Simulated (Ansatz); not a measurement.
TaSi2 in space group P6_222 (No. 180; Ta on 3d, Si on 6j), the program Ansatz at the PBE level (PAW), all energies at zero smearing, with the estimated change up to a 700 eV cutoff added, with one set of potentials and settings (totals compare only within such a set). Cell of 9 atoms (3 Ta, 6 Si): -33618.865 eV.

```tsv
element	reference phase	E (eV/atom)
Ta	Im-3m, 1 atoms in the cell	-9933.2341
Si	Fd-3m, 2 atoms in the cell	-635.8114
```

Formation energy per atom, worked out: (-33618.865 − 3×(-9933.2341) − 6×(-635.8114))/9 = -0.477 eV/atom (-46 kJ per mol of atoms), at 0 K, without zero-point energy or fitted corrections.

The PBE relaxation kept the symmetry of its start. No spin polarisation was allowed. The references are the lowest solids computed at this level, not always the standard phases. Spin–orbit coupling is left out wherever it is not named.

Potentials: the earlier of the program's two PAW sets.
